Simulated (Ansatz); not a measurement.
## Mg3Cd2S5 (I-4m2) at 2 levels of theory

One geometry, relaxed with PBE; plane waves with PAW potentials in Ansatz, scalar-relativistic. No spin polarisation. Gaps are the least over mesh and band path; pressure is positive in compression.

```cif
data_structure
_symmetry_space_group_name_H-M 'P 1'
_symmetry_Int_Tables_number 1
_cell_length_a 14.6956
_cell_length_b 14.6956
_cell_length_c 14.6956
_cell_angle_alpha 163.963
_cell_angle_beta 163.963
_cell_angle_gamma 22.756
_cell_volume 242.18
loop_
_atom_site_label
_atom_site_type_symbol
_atom_site_fract_x
_atom_site_fract_y
_atom_site_fract_z
_atom_site_occupancy
Mg1 Mg 0.70182 0.70182 0.00000 1
Mg2 Mg 0.29818 0.29818 0.00000 1
Mg3 Mg 0.50000 0.50000 0.00000 1
Cd1 Cd 0.89907 0.89907 0.00000 1
Cd2 Cd 0.10093 0.10093 0.00000 1
S1 S 0.34590 0.84590 0.50000 1
S2 S 0.95226 0.45226 0.50000 1
S3 S 0.54774 0.04774 0.50000 1
S4 S 0.15410 0.65410 0.50000 1
S5 S 0.75000 0.25000 0.50000 1
```

```json
{"level": "PBE", "cutoff (eV)": "420", "k mesh": "10×10×10", "gap (eV)": "2.22", "pressure (GPa)": "0.0"}
```

**Question.** What comes out on the same cell with r2SCAN?

**Answer.**
```json
{"level": "r2SCAN", "cutoff (eV)": "500", "k mesh": "10×10×10", "gap (eV)": "2.75", "pressure (GPa)": "-1.2"}
```

The cell was found from a structure generator's guess, not taken from experiment.
